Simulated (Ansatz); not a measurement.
TaNiTe$_{5}$:
```
CELL_PARAMETERS angstrom
      1.85644    -6.93913     0.00000
      1.85644     6.93913     0.00000
      0.00000     0.00000    15.16597
ATOMIC_POSITIONS crystal
  Ta 0.49047 0.50953 0.75000
  Ta 0.50953 0.49047 0.25000
  Ni 0.00000 0.00000 0.00000
  Ni 0.00000 0.00000 0.50000
  Te 0.59951 0.40049 0.07481
  Te 0.40049 0.59951 0.92519
  Te 0.40049 0.59951 0.57481
  Te 0.59951 0.40049 0.42519
  Te 0.90282 0.09718 0.14485
  Te 0.09718 0.90282 0.85515
  Te 0.09718 0.90282 0.64485
  Te 0.90282 0.09718 0.35515
  Te 0.83633 0.16367 0.75000
  Te 0.16367 0.83633 0.25000
```

Relaxed with r²SCAN. Special points in fractions of this cell's reciprocal vectors: Γ (0.000, 0.000, 0.000); Y (-0.500, 0.500, 0.000); C0 (-0.268, 0.732, 0.000); Σ0 (0.268, 0.268, 0.000); Z (0.000, 0.000, 0.500); A0 (0.268, 0.268, 0.500); E0 (-0.268, 0.732, 0.500); T (-0.500, 0.500, 0.500); S (0.000, 0.500, 0.000); R (0.000, 0.500, 0.500).

List the band energies nearest the Fermi level at these points for the program Ansatz at the r²SCAN level (PAW).

In eV from the Fermi level; about four levels below and three above (degenerate sets whole), none deeper than 8.9 eV; points with the same levels are listed once.

| k | below | above |
|---|---|---|
| Γ | -1.04 -0.35 -0.31 -0.28 | 0.31 0.32 0.45 |
| Y | -0.60 -0.28 -0.24 -0.11 | 0.34 0.77 0.88 |
| C0 | -1.34 -1.15 -0.91 -0.69 | 0.23 0.82 1.55 |
| Z | -0.71 -0.71 -0.32 -0.32 | 0.66 0.66 0.80 0.80 |
| A0 | -1.33 -1.33 -1.02 -1.02 | 1.06 1.06 1.37 1.37 |
| T | -0.97 -0.97 -0.82 -0.82 | 0.56 0.56 0.63 0.63 |
| S | -1.30 -1.15 -0.95 -0.73 | 0.30 0.81 1.58 |
| R | -1.32 -1.32 -1.08 -1.08 | 1.13 1.13 1.40 1.40 |

Space group Cmcm. The first step of the workflow began from a Materials Project structure, measured or hypothetical; the Crystallography Open Database copy checked does not list it. Its standing as an ambient phase is unchecked. The cell was relaxed with r²SCAN under the symmetry of its start; its stability against distortions is not shown here. No spin polarisation was allowed. A crystal of weakly bound layers computed without a dispersion correction: the cell and the soft elastic constants depend strongly on that. Scalar-relativistic: spin–orbit coupling is off unless named, which matters more the heavier the elements.

Potentials: the later of the program's two PAW sets.
